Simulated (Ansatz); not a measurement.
Geometry optimisation in Ansatz: input, command and trajectory.

```yaml
crystal:
  lattice:
    - [7.1964843136, 0.0, 0.0066358109]
    - [0.0, 5.8453674166, 0.0]
    - [-0.006895503, 0.0, 6.0986465819]
  atoms:
    - { symbol: Sn, position: [0.7989685332, 0.5000002816, 0.2500171667] }
    - { symbol: Sn, position: [0.2010314668, 0.5000002816, 0.2499828333] }
    - { symbol: Sn, position: [0.2010314668, 0.4999997184, 0.7499828333] }
    - { symbol: Sn, position: [0.7989685332, 0.4999997184, 0.7500171667] }
    - { symbol: Sn, position: [0.5, 0.0, 0.0] }
    - { symbol: Sn, position: [0.5, 0.0, 0.5] }
    - { symbol: O, position: [0.7200340225, 0.2739681733, 1.0000024878] }
    - { symbol: O, position: [0.2799659775, 0.2739681733, 0.4999975122] }
    - { symbol: O, position: [0.2799659775, 0.7260318267, -2.4878e-06] }
    - { symbol: O, position: [0.7200340225, 0.7260318267, 0.5000024878] }
    - { symbol: O, position: [0.279717676, 0.2737734246, -1.9187e-06] }
    - { symbol: O, position: [0.720282324, 0.2737734246, 0.5000019187] }
    - { symbol: O, position: [0.720282324, 0.7262265754, 1.0000019187] }
    - { symbol: O, position: [0.279717676, 0.7262265754, 0.4999980813] }
basis:
  ecutwfc: 420
kpoints:
  mp_grid: { grid: [6, 6, 6] }
hamiltonian:
  xc: pbe
  dispersion: d3bj
scf:
  occupations: { method: gaussian, width: 0.1 }
output:
  forces: true
  stress: true
  eigenvalues: true
relax:
  adjacent_minimum: "off"
  f_tol: 0.005
  max_steps: 50
  cell: { stress_tol: 0.05 }
```

```bash
ansatz run input.yaml --threads 4 --pin off --max-ram 10240MiB --backend cpu --events-out ev --progress --plain --runs-dir out
```

Method: DFT PBE+D3(BJ), scalar-relativistic, plane waves, PAW (Ansatz 0.2.0).

Of 9 frames 8 are shown, positions in Å and forces in eV/Å; the SCF threshold varies from step to step. Steps run on the plane waves of an earlier cell, with a Pulay correction in the pressure. The basis is chosen afresh for the last frame, the zero of the energies, and at times for earlier ones too; energy and pressure step there, also at an unchanged geometry. The mark taken_back stands on steps that the optimiser undid.

```xyz
14
Lattice="7.1965 0.0000 0.0066 0.0000 5.8454 0.0000 -0.0069 0.0000 6.0986" Properties=species:S:1:pos:R:3:forces:R:3 pbc="T T T" step=1 free_energy_over_end_meV_per_atom=2.02 pressure_GPa=-1.69
Sn    5.7480    2.9227    1.5301   -0.0139    0.0000    0.0000
Sn    1.4450    2.9227    1.5259    0.0139    0.0000    0.0000
Sn    1.4415    2.9227    4.5752    0.0139    0.0000    0.0000
Sn    5.7446    2.9227    4.5794   -0.0139    0.0000    0.0000
Sn    3.5982    0.0000    0.0033    0.0000    0.0000    0.0000
Sn    3.5948    0.0000    3.0526    0.0000    0.0000    0.0000
O     5.1748    1.6014    6.1034   -0.0084   -0.0001   -0.0001
O     2.0113    1.6014    3.0512    0.0084   -0.0001    0.0001
O     2.0148    4.2439    0.0018    0.0084    0.0001    0.0001
O     5.1783    4.2439    3.0541   -0.0084    0.0001   -0.0001
O     2.0130    1.6003    0.0018    0.0094    0.0005    0.0001
O     5.1801    1.6003    3.0541   -0.0094    0.0005   -0.0001
O     5.1766    4.2451    6.1034   -0.0094   -0.0005   -0.0001
O     2.0095    4.2451    3.0512    0.0094   -0.0005    0.0001
14
Lattice="7.0397 0.0000 0.0074 0.0000 5.7996 0.0000 -0.0061 0.0000 6.0461" Properties=species:S:1:pos:R:3:forces:R:3 pbc="T T T" step=2 free_energy_over_end_meV_per_atom=4.78 pressure_GPa=1.13 taken_back
Sn    5.6660    2.8998    1.5173   -0.8038    0.0000   -0.0007
Sn    1.3706    2.8998    1.5132    0.8038    0.0000    0.0007
Sn    1.3676    2.8998    4.5362    0.8038    0.0000    0.0007
Sn    5.6630    2.8998    4.5403   -0.8038    0.0000   -0.0007
Sn    3.5198    0.0000    0.0037    0.0000    0.0000    0.0000
Sn    3.5168    0.0000    3.0267    0.0000    0.0000    0.0000
O     5.0994    1.5733    6.0513   -0.0132    0.0892    0.0001
O     1.9311    1.5733    3.0252    0.0132    0.0892   -0.0001
O     1.9342    4.2263    0.0022    0.0132   -0.0892   -0.0001
O     5.1025    4.2263    3.0282   -0.0132   -0.0892    0.0001
O     1.9326    1.5723    0.0022    0.0141    0.0896   -0.0001
O     5.1040    1.5723    3.0282   -0.0141    0.0896    0.0001
O     5.1010    4.2273    6.0513   -0.0141   -0.0896    0.0001
O     1.9296    4.2273    3.0252    0.0141   -0.0896   -0.0001
14
Lattice="7.1181 0.0000 0.0074 0.0000 5.7828 0.0000 -0.0061 0.0000 6.0844" Properties=species:S:1:pos:R:3:forces:R:3 pbc="T T T" step=3 free_energy_over_end_meV_per_atom=0.15 pressure_GPa=0.82
Sn    5.6783    2.8914    1.5270    0.3479    0.0000    0.0004
Sn    1.4368    2.8914    1.5226   -0.3479    0.0000   -0.0004
Sn    1.4337    2.8914    4.5648   -0.3479    0.0000   -0.0004
Sn    5.6752    2.8914    4.5692    0.3479    0.0000    0.0004
Sn    3.5590    0.0000    0.0037    0.0000    0.0000    0.0000
Sn    3.5560    0.0000    3.0459    0.0000    0.0000    0.0000
O     5.1295    1.5821    6.0898   -0.1216   -0.2101   -0.0001
O     1.9794    1.5821    3.0443    0.1216   -0.2101    0.0001
O     1.9825    4.2006    0.0021    0.1216    0.2101    0.0001
O     5.1326    4.2006    3.0476   -0.1216    0.2101   -0.0001
O     1.9815    1.5815    0.0021    0.1219   -0.2097    0.0002
O     5.1336    1.5815    3.0476   -0.1219   -0.2097   -0.0002
O     5.1305    4.2013    6.0898   -0.1219    0.2097   -0.0002
O     1.9784    4.2013    3.0443    0.1219    0.2097    0.0002
14
Lattice="7.1322 0.0000 0.0073 0.0000 5.8137 0.0000 -0.0063 0.0000 6.0690" Properties=species:S:1:pos:R:3:forces:R:3 pbc="T T T" step=4 free_energy_over_end_meV_per_atom=-0.94 pressure_GPa=-0.01
Sn    5.6978    2.9069    1.5230    0.0430    0.0000    0.0001
Sn    1.4312    2.9069    1.5187   -0.0430    0.0000   -0.0001
Sn    1.4281    2.9069    4.5532   -0.0430    0.0000   -0.0001
Sn    5.6947    2.9069    4.5575    0.0430    0.0000    0.0001
Sn    3.5661    0.0000    0.0036    0.0000    0.0000    0.0000
Sn    3.5629    0.0000    3.0381    0.0000    0.0000    0.0000
O     5.1345    1.5856    6.0742   -0.0148    0.0025    0.0000
O     1.9883    1.5856    3.0365    0.0148    0.0025    0.0000
O     1.9914    4.2281    0.0020    0.0148   -0.0025    0.0000
O     5.1376    4.2281    3.0397   -0.0148   -0.0025    0.0000
O     1.9902    1.5848    0.0020    0.0154    0.0030    0.0000
O     5.1388    1.5848    3.0397   -0.0154    0.0030    0.0000
O     5.1357    4.2289    6.0742   -0.0154   -0.0030    0.0000
O     1.9871    4.2289    3.0365    0.0154   -0.0030    0.0000
14
Lattice="7.1344 0.0000 0.0072 0.0000 5.8060 0.0000 -0.0063 0.0000 6.0723" Properties=species:S:1:pos:R:3:forces:R:3 pbc="T T T" step=5 free_energy_over_end_meV_per_atom=-0.98 pressure_GPa=0.03
Sn    5.7021    2.9030    1.5239   -0.0205    0.0000   -0.0001
Sn    1.4291    2.9030    1.5194    0.0205    0.0000    0.0001
Sn    1.4259    2.9030    4.5555    0.0205    0.0000    0.0001
Sn    5.6990    2.9030    4.5601   -0.0205    0.0000   -0.0001
Sn    3.5672    0.0000    0.0036    0.0000    0.0000    0.0000
Sn    3.5640    0.0000    3.0397    0.0000    0.0000    0.0000
O     5.1338    1.5842    6.0776    0.0147   -0.0074   -0.0001
O     1.9911    1.5842    3.0380   -0.0147   -0.0074    0.0001
O     1.9943    4.2217    0.0019   -0.0147    0.0074    0.0001
O     5.1370    4.2217    3.0414    0.0147    0.0074   -0.0001
O     1.9940    1.5842    0.0019   -0.0143   -0.0078    0.0001
O     5.1372    1.5842    3.0414    0.0143   -0.0078   -0.0001
O     5.1340    4.2218    6.0776    0.0143    0.0078   -0.0001
O     1.9909    4.2218    3.0380   -0.0143    0.0078    0.0001
14
Lattice="7.1317 0.0000 0.0073 0.0000 5.8088 0.0000 -0.0063 0.0000 6.0723" Properties=species:S:1:pos:R:3:forces:R:3 pbc="T T T" step=6 free_energy_over_end_meV_per_atom=-0.98 pressure_GPa=0.00
Sn    5.6993    2.9044    1.5239    0.0008    0.0000    0.0000
Sn    1.4293    2.9044    1.5195   -0.0008    0.0000    0.0000
Sn    1.4262    2.9044    4.5557   -0.0008    0.0000    0.0000
Sn    5.6962    2.9044    4.5600    0.0008    0.0000    0.0000
Sn    3.5659    0.0000    0.0036    0.0000    0.0000    0.0000
Sn    3.5627    0.0000    3.0398    0.0000    0.0000    0.0000
O     5.1337    1.5845    6.0775    0.0002   -0.0011    0.0000
O     1.9886    1.5845    3.0382   -0.0002   -0.0011    0.0000
O     1.9917    4.2244    0.0020   -0.0002    0.0011    0.0000
O     5.1369    4.2244    3.0414    0.0002    0.0011    0.0000
O     1.9911    1.5841    0.0020    0.0002   -0.0010    0.0000
O     5.1375    1.5841    3.0414   -0.0002   -0.0010    0.0000
O     5.1343    4.2247    6.0775   -0.0002    0.0010    0.0000
O     1.9880    4.2247    3.0382    0.0002    0.0010    0.0000
14
Lattice="7.1317 0.0000 0.0073 0.0000 5.8088 0.0000 -0.0063 0.0000 6.0723" Properties=species:S:1:pos:R:3:forces:R:3 pbc="T T T" step=7 free_energy_over_end_meV_per_atom=0.00 pressure_GPa=-0.09
Sn    5.6993    2.9044    1.5239    0.0006    0.0000    0.0000
Sn    1.4293    2.9044    1.5195   -0.0006    0.0000    0.0000
Sn    1.4262    2.9044    4.5557   -0.0006    0.0000    0.0000
Sn    5.6962    2.9044    4.5600    0.0006    0.0000    0.0000
Sn    3.5659    0.0000    0.0036    0.0000    0.0000    0.0000
Sn    3.5627    0.0000    3.0398    0.0000    0.0000    0.0000
O     5.1337    1.5845    6.0775    0.0006   -0.0008    0.0000
O     1.9886    1.5845    3.0382   -0.0006   -0.0008    0.0000
O     1.9917    4.2244    0.0020   -0.0006    0.0008    0.0000
O     5.1369    4.2244    3.0414    0.0006    0.0008    0.0000
O     1.9911    1.5841    0.0020   -0.0003   -0.0007    0.0000
O     5.1375    1.5841    3.0414    0.0003   -0.0007    0.0000
O     5.1343    4.2247    6.0775    0.0003    0.0007    0.0000
O     1.9880    4.2247    3.0382   -0.0003    0.0007    0.0000
14
Lattice="7.1277 0.0000 0.0073 0.0000 5.8077 0.0000 -0.0062 0.0000 6.0709" Properties=species:S:1:pos:R:3:forces:R:3 pbc="T T T" step=9 free_energy_over_end_meV_per_atom=0.00 pressure_GPa=-0.01
Sn    5.6963    2.9039    1.5236    0.0001    0.0000    0.0000
Sn    1.4283    2.9039    1.5192   -0.0001    0.0000    0.0000
Sn    1.4252    2.9039    4.5547   -0.0001    0.0000    0.0000
Sn    5.6931    2.9039    4.5591    0.0001    0.0000    0.0000
Sn    3.5639    0.0000    0.0037    0.0000    0.0000    0.0000
Sn    3.5607    0.0000    3.0391    0.0000    0.0000    0.0000
O     5.1313    1.5838    6.0762    0.0001   -0.0001    0.0000
O     1.9870    1.5838    3.0375   -0.0001   -0.0001    0.0000
O     1.9902    4.2239    0.0020   -0.0001    0.0001    0.0000
O     5.1344    4.2239    3.0407    0.0001    0.0001    0.0000
O     1.9897    1.5835    0.0020    0.0001    0.0000    0.0000
O     5.1349    1.5835    3.0407   -0.0001    0.0000    0.0000
O     5.1318    4.2242    6.0762   -0.0001    0.0000    0.0000
O     1.9866    4.2242    3.0375    0.0001    0.0000    0.0000
```

It took 5.6 min on 4 threads of Arm Neoverse V1, with other jobs on the host, peak memory 1.5 GiB.